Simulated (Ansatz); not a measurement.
Born–Oppenheimer molecular dynamics of a 20-atom Be$_{3}$Ag cell at 10.58 Å³/atom, computed with Ansatz: Langevin thermostat at 860 K, 250 steps of 1.5 fs, friction 0.03 1/fs. The run is short and the cell small, so it isn't an equilibrium average.

```yaml
crystal:
  lattice:
    - [5.99465, 0.008535, -0.164078]
    - [0.008535, 5.839466, 0.003265]
    - [-0.164078, 0.003265, 6.050403]
  atoms:
    - { symbol: Be, position: [0.659266202, 0.5334537617, 0.7613427483] }
    - { symbol: Be, position: [0.6235588173, 0.1826418433, 0.8162378434] }
    - { symbol: Be, position: [0.4648314881, 0.8252020611, 0.5247972493] }
    - { symbol: Be, position: [0.4238710628, 0.6107540917, 0.1731940511] }
    - { symbol: Be, position: [0.6874669891, 0.3377699552, 0.1186149667] }
    - { symbol: Be, position: [0.0266566079, 0.4176263383, 0.2996426916] }
    - { symbol: Be, position: [0.9477075985, 0.3408261052, 0.6674149775] }
    - { symbol: Be, position: [0.3395380807, 0.4834607309, 0.5750136868] }
    - { symbol: Be, position: [0.5522996832, 0.9923865289, 0.1067270498] }
    - { symbol: Be, position: [0.9478475001, 0.1324187263, 0.9915459523] }
    - { symbol: Be, position: [0.1723938384, 0.9392980144, 0.2117667825] }
    - { symbol: Be, position: [0.1655548096, 0.0657486465, 0.5343379047] }
    - { symbol: Be, position: [0.7451735344, 0.5961566082, 0.4055859013] }
    - { symbol: Be, position: [0.0975942483, 0.7222704947, 0.4844174368] }
    - { symbol: Be, position: [0.8954632158, 0.0508356734, 0.3530223459] }
    - { symbol: Ag, position: [0.2813680893, 0.2991607454, 0.9300909765] }
    - { symbol: Ag, position: [0.8099604877, 0.8885472371, 0.6814007314] }
    - { symbol: Ag, position: [0.2759086284, 0.7848252568, 0.8689019488] }
    - { symbol: Ag, position: [0.858352274, 0.6956256968, 0.086259082] }
    - { symbol: Ag, position: [0.5247596684, 0.2140588992, 0.4198227827] }
  symmetry: { detect: false }
basis:
  ecutwfc: 420
  xc_grid: 1
kpoints:
  mp_grid: { grid: [1, 1, 1], shift: [0.25, 0.25, 0.25] }
hamiltonian:
  xc: pbe
scf:
  occupations: { method: fermi_dirac, width: 0.0741 }
  lower_state_search: "off"
  convergence: { dr2_threshold: 1.0e-05 }
output:
  forces: true
  stress: true
md:
  timestep: 1.5
  n_steps: 250
  ensemble: nvt_langevin
  friction: 0.03
  temperature: 860.0
  initial_velocities: maxwell_boltzmann
  seed: 60161
```

```bash
ansatz run input.yaml --threads 2 --pin off --max-ram 5120MiB --backend cpu --events-out ev --progress --plain --runs-dir out
```

Method: DFT PBE, scalar-relativistic, plane waves, PAW (Ansatz 0.2.0).

6 frames, positions in Å (not wrapped into the cell) and forces in eV/Å:

```xyz
20
Lattice="5.995 0.009 -0.164 0.009 5.839 0.003 -0.164 0.003 6.050" Properties=species:S:1:pos:R:3:forces:R:3 pbc="T T T" time_fs=0.0 temperature_K=817 free_energy_over_first_frame_eV=0.000
Be    3.832    3.123    4.500   -0.610    0.270   -0.010
Be    3.606    1.075    4.837   -0.300    0.310   -0.600
Be    2.707    4.824    3.102   -1.130    0.090   -1.280
Be    2.518    3.571    0.980    0.140   -0.290    1.620
Be    4.105    1.979    0.606   -0.160    0.310   -0.300
Be    0.114    2.440    1.810    1.370   -1.840    0.350
Be    5.575    2.001    3.884   -0.060    0.110   -0.770
Be    1.945    2.828    3.425   -0.690    0.070    0.060
Be    3.302    5.800    0.558   -0.050   -0.760    0.020
Be    5.520    0.785    5.844   -0.760   -0.220    0.220
Be    1.007    5.487    1.256    1.580   -0.130   -0.350
Be    0.905    0.387    3.206    1.150    1.130    1.660
Be    4.406    3.489    2.334   -1.170   -0.830    1.600
Be    0.512    4.220    2.917   -0.180   -0.020    0.070
Be    5.310    0.306    1.989   -1.290    0.270   -1.160
Ag    1.537    1.752    5.582    0.550    0.330    0.220
Ag    4.751    5.198    3.993    1.050   -0.070    0.360
Ag    1.518    4.588    5.214   -0.060    0.300   -1.120
Ag    5.137    4.070    0.383    0.390    0.970   -0.720
Ag    3.079    1.256    2.455    0.200    0.020    0.160
20
Lattice="5.995 0.009 -0.164 0.009 5.839 0.003 -0.164 0.003 6.050" Properties=species:S:1:pos:R:3:forces:R:3 pbc="T T T" time_fs=75.0 temperature_K=1227 free_energy_over_first_frame_eV=-1.153
Be    3.623    3.502    4.955   -0.550   -0.290    0.060
Be    3.723    1.498    4.294   -0.740   -0.690    0.500
Be    2.593    4.892    2.981   -0.420    0.240   -0.220
Be    2.401    3.709    1.104    0.590   -0.880    0.700
Be    4.205    1.924    0.495    0.380    0.900   -0.320
Be    0.463    2.036    1.661    0.160    0.450    0.430
Be    5.553    1.964    3.727    0.550    1.050   -0.090
Be    2.061    2.952    3.479    0.850   -1.480   -0.270
Be    3.465    5.734    0.219   -0.410   -0.400   -0.500
Be    5.704    0.706    5.931   -1.430    0.320   -1.520
Be    1.046    5.437    1.193    2.300    0.420    1.370
Be    0.845    0.550    3.367    1.450   -1.020    0.280
Be    4.227    3.267    2.665   -0.400   -0.600   -0.220
Be    0.478    3.950    2.945   -0.880    1.050   -0.790
Be    5.269    0.434    1.875   -1.250   -0.040    0.310
Ag    1.687    1.777    5.573    0.290    0.130   -0.090
Ag    4.819    5.133    3.959    0.060    1.400    0.200
Ag    1.434    4.580    5.063   -0.050    0.360    0.150
Ag    5.261    4.184    0.613   -0.210   -1.240    0.160
Ag    2.849    1.178    2.126   -0.310    0.300   -0.140
20
Lattice="5.995 0.009 -0.164 0.009 5.839 0.003 -0.164 0.003 6.050" Properties=species:S:1:pos:R:3:forces:R:3 pbc="T T T" time_fs=150.0 temperature_K=1206 free_energy_over_first_frame_eV=-0.743
Be    3.553    3.331    5.237    0.450    0.910   -0.380
Be    3.833    1.444    4.202    0.370   -0.640    0.230
Be    2.813    5.021    2.932   -1.250   -0.640    0.330
Be    2.536    3.716    1.255   -0.040   -0.330   -0.270
Be    4.434    1.802    0.599   -0.820    1.670   -1.730
Be    0.544    2.268    1.580   -0.180   -1.300    0.910
Be    5.896    2.444    4.002   -0.550    0.100    0.140
Be    2.131    2.696    3.584    0.110    0.780   -0.710
Be    3.337    5.688   -0.048    0.960   -0.100    0.160
Be    5.526    0.562    5.477    0.380    0.140    0.350
Be    1.107    5.626    1.291    0.760    0.920   -0.130
Be    0.895    0.504    3.685    0.300    0.510   -0.950
Be    4.335    2.923    2.560    0.100    0.160   -0.350
Be    0.848    4.165    2.726   -0.490    0.060    0.530
Be    5.148    0.658    1.905    0.370   -1.080    1.200
Ag    1.734    1.797    5.612   -0.110   -0.420    0.040
Ag    4.819    5.013    3.712    0.990   -0.620    0.900
Ag    1.400    4.534    5.069    0.510   -0.080   -0.570
Ag    5.610    4.120    0.579   -2.490   -0.320    0.090
Ag    2.705    1.207    2.005    0.640    0.280    0.210
20
Lattice="5.995 0.009 -0.164 0.009 5.839 0.003 -0.164 0.003 6.050" Properties=species:S:1:pos:R:3:forces:R:3 pbc="T T T" time_fs=225.0 temperature_K=990 free_energy_over_first_frame_eV=-0.365
Be    3.570    3.463    5.027   -0.220    1.150   -0.710
Be    3.781    1.498    4.175    0.230   -0.280    0.090
Be    2.746    5.070    3.132   -1.120   -0.980    0.250
Be    2.473    3.898    1.186    0.220   -0.440    0.050
Be    4.242    1.870    0.334    0.500    0.570   -0.620
Be    0.469    2.179    1.779    0.460   -0.830   -0.070
Be    5.761    2.503    4.188   -0.330    0.090   -0.550
Be    2.259    2.938    3.343   -0.190   -0.260   -0.510
Be    3.228    5.848   -0.287    0.630   -1.280    0.080
Be    5.821    0.847    5.742   -0.260   -0.600   -0.840
Be    1.012    5.641    1.619    2.280   -0.350   -2.170
Be    0.971    0.503    3.477   -0.150    1.310    0.850
Be    4.309    2.862    2.261    0.420    0.720    1.400
Be    0.441    4.102    2.759    0.420   -0.440    0.470
Be    5.308    0.449    1.559   -2.760    0.220    1.280
Ag    1.802    1.888    5.489   -0.110    0.310    0.100
Ag    4.862    5.310    3.797   -0.220   -0.350    0.620
Ag    1.225    4.465    4.972    0.960    0.500    0.540
Ag    5.371    4.010    0.509   -0.220    0.720   -0.060
Ag    2.909    1.089    1.966   -0.550    0.240   -0.220
20
Lattice="5.995 0.009 -0.164 0.009 5.839 0.003 -0.164 0.003 6.050" Properties=species:S:1:pos:R:3:forces:R:3 pbc="T T T" time_fs=300.0 temperature_K=982 free_energy_over_first_frame_eV=-0.715
Be    3.511    3.523    4.797   -0.160    1.280   -0.720
Be    3.801    1.621    4.163   -0.470   -1.070    0.030
Be    2.755    4.876    2.790   -1.270   -0.410   -0.190
Be    2.662    3.518    0.837   -0.430    0.960    1.040
Be    4.247    2.230    0.200    0.050   -1.850    0.750
Be    0.369    1.891    1.658    1.130    1.690   -0.380
Be    5.694    2.065    3.793    0.740    1.330   -1.010
Be    2.066    2.934    3.289    0.410   -1.360   -0.360
Be    3.379    5.607   -0.240   -0.270    0.470    0.030
Be    5.470    0.905    5.515    0.520   -0.980    0.780
Be    1.283    5.550    0.982    0.170    0.540    0.640
Be    0.881    0.453    3.315    1.060   -0.010   -0.380
Be    4.297    3.034    2.400   -0.120    0.280    1.100
Be    0.458    3.995    2.564    0.110    0.740    0.860
Be    5.303    0.377    1.737   -0.790   -0.670   -0.220
Ag    1.818    1.844    5.502   -0.910   -0.800   -0.570
Ag    4.743    5.269    3.775    0.040   -0.200    0.260
Ag    1.136    4.542    4.883    1.040   -0.660    0.250
Ag    5.173    4.190    0.614    0.430    0.470   -1.360
Ag    3.085    1.091    1.949   -1.300    0.230   -0.560
20
Lattice="5.995 0.009 -0.164 0.009 5.839 0.003 -0.164 0.003 6.050" Properties=species:S:1:pos:R:3:forces:R:3 pbc="T T T" time_fs=375.0 temperature_K=1232 free_energy_over_first_frame_eV=-0.068
Be    3.249    3.586    4.762    1.870   -0.340    0.120
Be    3.599    1.461    4.270    0.770   -0.120   -0.550
Be    2.491    4.748    2.915    0.830    0.740   -0.340
Be    2.851    3.580    1.102   -1.640    0.320   -0.830
Be    4.560    2.301    0.116   -0.800   -1.500    0.410
Be    0.497    2.143    1.352    0.290    0.550    0.780
Be    5.607    2.180    3.818    0.380    0.000    0.110
Be    1.886    2.800    3.338   -0.150   -0.780   -0.580
Be    3.197    5.662   -0.204    1.150   -0.790    0.220
Be    5.657    0.715    5.691   -0.240   -0.380   -0.170
Be    1.309    5.534    1.280    0.060    0.910   -1.020
Be    1.159    0.654    3.637   -0.660   -0.330   -0.980
Be    4.113    3.039    2.603    0.780    0.590    0.650
Be    0.433    4.325    2.561   -0.350   -0.910    1.300
Be    5.306    0.689    1.949    0.610   -0.140   -0.320
Ag    1.846    1.601    5.729   -1.160    2.180   -1.690
Ag    4.748    5.238    3.724   -0.080   -0.070    1.090
Ag    1.335    4.504    4.895   -2.250   -0.330    1.230
Ag    5.014    4.360    0.618    0.940    0.930   -0.190
Ag    3.048    1.145    1.950   -0.370   -0.560    0.750
```

Over the second half the temperature averages 937 K and the pressure (kinetic part included, positive in compression) 7.1 GPa. Mean square displacements at the end: Ag 0.14 Å², Be 0.25 Å² (from the start of this run, the atoms' common shift taken off).

One k point is coarse for so small a cell, so forces and above all the pressure are rough.

It took 3 min on 2 threads of Arm Neoverse V2 (shared host), peak memory 0.46 GiB.